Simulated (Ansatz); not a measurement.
The start is a generated trial cell of SrTiO3 in the LiNbO3 structure type. Cell shape, volume and atoms are optimised at zero target pressure with PBE (plane waves to 420 eV, PAW, scalar-relativistic; Ansatz, a quantum-chemistry and plane-wave program). The first steps use a coarse 5×5×5 k-mesh.

Input geometry:
```
SrTiO3
1.0
    2.78501     1.60793     4.90332
   -2.78501     1.60793     4.90332
    0.00000    -3.21585     4.90332
Sr Ti O
2 2 6
Direct
  0.28750   0.28750   0.28750
  0.78750   0.78750   0.78750
  0.01280   0.01280   0.01280
  0.51280   0.51280   0.51280
  0.74643   0.14093   0.36263
  0.36263   0.74643   0.14093
  0.14093   0.36263   0.74643
  0.86263   0.64093   0.24643
  0.24643   0.86263   0.64093
  0.64093   0.24643   0.86263
```

Task: How large is the pressure on the unrelaxed cell, and of which sign?

Result: -3.3 GPa (negative: the cell is under tension).

Task: How much energy is released per atom?

Result: 0.33 eV/atom.

Task: How does the volume change?

Result: -6.6 %, from 13.17 to 12.30 Å³/atom.

Task: What band gap does the relaxed structure have at this level?

Result: 2.36 eV, direct at Γ (no spin-orbit coupling).

Task: What does it relax into? Give the structure.

Result: 
```cif
data_O18Sr6Ti6
_chemical_formula_sum 'Sr6 Ti6 O18'
_space_group_name_H-M_alt 'R3c :H'
_space_group_IT_number 161
_space_group_name_Hall 'R 3 -2"c'
_cell_length_a 5.57892
_cell_length_b 5.57892
_cell_length_c 13.69367
_cell_angle_alpha 90.000
_cell_angle_beta 90.000
_cell_angle_gamma 120.000
loop_
_atom_site_label
_atom_site_type_symbol
_atom_site_symmetry_multiplicity
_atom_site_Wyckoff_symbol
_atom_site_fract_x
_atom_site_fract_y
_atom_site_fract_z
_atom_site_occupancy
Sr1 Sr 6 a 0.00000 0.00000 0.23439 1
Ti1 Ti 6 a 0.00000 0.00000 0.48270 1
O1 O 18 b 0.19350 0.33407 0.07754 1
```
(The calculation used a cell of 10 atoms; values per cell refer to that cell.)

The space group stays R3c (No. 161) (the run could not lower it), with 10 atoms in the primitive cell. Final values are on a 7×7×7 k-mesh of the relaxed cell. No spin polarisation in the result.

The run could not lose the symmetry of its start, so the end can be a saddle point.

The relaxed structure here is a generated cell of SrTiO3: the first start was made by placing the elements on the sites of a structure type, and the end was not matched to a known phase here, so it may be hypothetical. Known forms of SrTiO3 include space group No. 221.
